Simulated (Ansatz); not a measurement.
# CuNi2 (P-3m1) at 2 levels of theory

One geometry, relaxed with PBE; plane waves with PAW potentials in Ansatz, scalar-relativistic. Collinear spin, ending at 2.1 μB a primitive cell. Gaps are the least over mesh and band path; pressure is positive in compression.

```yaml
crystal:
  lattice:
    - [2.50346, 0.00000, 0.00000]
    - [-1.25173, 2.16806, 0.00000]
    - [0.00000, 0.00000, 12.41150]
  atoms:
    - { symbol: Cu, position: [0.33333, 0.66667, 0.08600] }
    - { symbol: Cu, position: [0.66667, 0.33333, 0.91400] }
    - { symbol: Ni, position: [0.33333, 0.66667, 0.74522] }
    - { symbol: Ni, position: [0.33333, 0.66667, 0.41819] }
    - { symbol: Ni, position: [0.66667, 0.33333, 0.25478] }
    - { symbol: Ni, position: [0.66667, 0.33333, 0.58181] }
```

| level | cutoff (eV) | k mesh | gap (eV) | pressure (GPa) | largest moment (μB) |
| --- | --- | --- | --- | --- | --- |
| PBE | 420 | 18×18×4 | 0 | 0.0 | 0.67 |

What comes out on the same cell with PBEsol?

```tsv
level	cutoff (eV)	k mesh	gap (eV)	pressure (GPa)	largest moment (μB)
PBEsol	420	18×18×4	0	-9.2	0.67
```

The structure comes from a generated guess; another structure or a mixture of phases may lie lower.
